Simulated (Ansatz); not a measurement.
WC (WC type, space group P-6m2)

```
CELL_PARAMETERS angstrom
      2.89868     0.00000     0.00000
     -1.44934     2.51033     0.00000
      0.00000     0.00000     2.82802
ATOMIC_POSITIONS crystal
  W  0.00000 0.00000 0.00000
  C  0.66667 0.33333 0.50000
```

The slice is a (-1 1 0 0) plane (indices of the conventional cell) through the point (0.667, 0.333, 0.500) (fractional), spanned by u = [001] and v = [110] in vectors of this cell: u (2.83 Å) and v (2.90 Å, at 90° to u). It covers one period; positions are fractions (u, v).

The numbers are results of PBEsol (plane waves to 420 eV, PAW, scalar-relativistic; Ansatz, an electronic-structure program), not measurements. k mesh 18×18×16. These are valence fields of a PAW run, semicore shells included where kept as valence: close to a nucleus they are smooth pseudo fields. Spin-orbit coupling is left out, though W is heavy. The PAW data are Ansatz's earlier set. WC is run without spin polarisation. WC was relaxed with its symmetry unable to fall.

### Question
Predict the map of the electrostatic potential energy of an electron, from the cell's mean on the slice.

### Answer
```
v \ u  0.00  0.10  0.20  0.30  0.40  0.50  0.60  0.70  0.80  0.90
-----  ----  ----  ----  ----  ----  ----  ----  ----  ----  ----
0.90      x     x     x     x  10.0  10.0  10.0     x     x     x
0.80      x     x     x   7.8   6.9   6.1   6.9   7.8     x     x
0.70      x   8.8   8.1   5.0  <4.0  <4.0  <4.0   5.0   8.1   8.8
0.60   12.0  10.8   7.1  <4.0  <4.0     x  <4.0  <4.0   7.1  10.8
0.50   12.3  10.8   6.2  <4.0     x     x     x  <4.0   6.2  10.8
0.40   12.0  10.8   7.1  <4.0  <4.0     x  <4.0  <4.0   7.1  10.8
0.30      x   8.8   8.1   5.0  <4.0  <4.0  <4.0   5.0   8.1   8.8
0.20      x     x     x   7.8   6.9   6.1   6.9   7.8     x     x
0.10      x     x     x     x  10.0  10.0  10.0     x     x     x
0.00      x     x     x     x  10.9  11.1  10.9     x     x     x
```

Values: electrostatic potential energy of an electron, from the cell's mean, in eV. Points within 0.9 Å of a nucleus are blanked (x), as the pseudised field means little there. Values under 4 eV are set to 4. The zero, the cell's mean, hangs on the PAW cores.
